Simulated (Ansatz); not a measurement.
SnPd (space group Pnma)

```
SnPd
1.0
    6.07682     0.00000     0.00000
    0.00000     3.87149     0.00000
    0.00000     0.00000     6.28481
Sn Pd
4 4
Direct
  0.81018   0.75000   0.59367
  0.18982   0.25000   0.40633
  0.68982   0.25000   0.09367
  0.31018   0.75000   0.90633
  0.98897   0.75000   0.18678
  0.01103   0.25000   0.81322
  0.51103   0.25000   0.68678
  0.48897   0.75000   0.31322
```

The slice is a (001) plane (indices of the conventional cell) through the point (0.190, 0.250, 0.406) (fractional), spanned by u = [010] and v = [100] in vectors of this cell: u (3.87 Å) and v (6.08 Å, at 90° to u). It covers one period; positions are fractions (u, v).

Calculation: LDA (plane waves to 420 eV, PAW, scalar-relativistic; Ansatz, an electronic-structure program). k mesh 8×12×8. Inside the PAW spheres the values are not all-electron values, and peaks at nuclei hang on which shells count as valence. SnPd is run without spin polarisation. SnPd was relaxed with its symmetry unable to fall.

Three fields on this plane, each scaled to ten steps between its own extremes (0 low, 9 high; the total valence density on a logarithmic scale, the potential cut 8 eV below its top; x marks points blanked near nuclei; v = 0 in the bottom row):

Map A
```
|xxxx85433458xxx|
|xxxx75444457xxx|
|xxx7655555567xx|
|887655555555678|
|555455666655455|
|333345666654333|
|112345666654321|
|001245677654210|
|001245677654210|
|001235666653210|
|001235666653210|
|011345677654311|
|112346788764321|
|2234689xx986432|
|22357xxxxxx7532|
|33458xxxxxx8543|
|33458xxxxxx8543|
|44568xxxxxx8654|
|666679xxxx97666|
|887667899876678|
|xxx8666666668xx|
|xxxx75544557xxx|
|xxxx85433458xxx|
|xxxx85433458xxx|
```

Map B
```
|xxxx88755788xxx|
|xxxx89755798xxx|
|xxx8997667998xx|
|888998777789988|
|778998888889987|
|556789999998765|
|223579999997532|
|002478888887420|
|001478888887410|
|001468888886410|
|002468999986420|
|113467888876431|
|223566677666532|
|2345567xx765543|
|33445xxxxxx5443|
|44445xxxxxx5444|
|55545xxxxxx5455|
|88755xxxxxx5578|
|899756xxxx65799|
|888976688667988|
|xxx8976666798xx|
|xxxx88755788xxx|
|xxxx88755788xxx|
|xxxx88755788xxx|
```

Map C
```
|xxxx04788740xxx|
|xxxx05788750xxx|
|xxx0367777630xx|
|000256766765200|
|234676655667643|
|677776544567777|
|888875322357888|
|998864211246889|
|999864200246899|
|999875211257899|
|999875422457899|
|999876433467899|
|999875311357899|
|9998620xx026899|
|99974xxxxxx4799|
|99861xxxxxx1689|
|98860xxxxxx0688|
|77762xxxxxx2677|
|334530xxxx03543|
|000243000034200|
|xxx0245555420xx|
|xxxx04777740xxx|
|xxxx04788740xxx|
|xxxx03788730xxx|
```

Task: Assign the maps to these fields: electron localisation function (ELF); valence electron density; electrostatic potential energy of an electron, from the cell's mean.

Result: A is the valence electron density; B is the electron localisation function (ELF); C is the electrostatic potential energy of an electron, from the cell's mean.
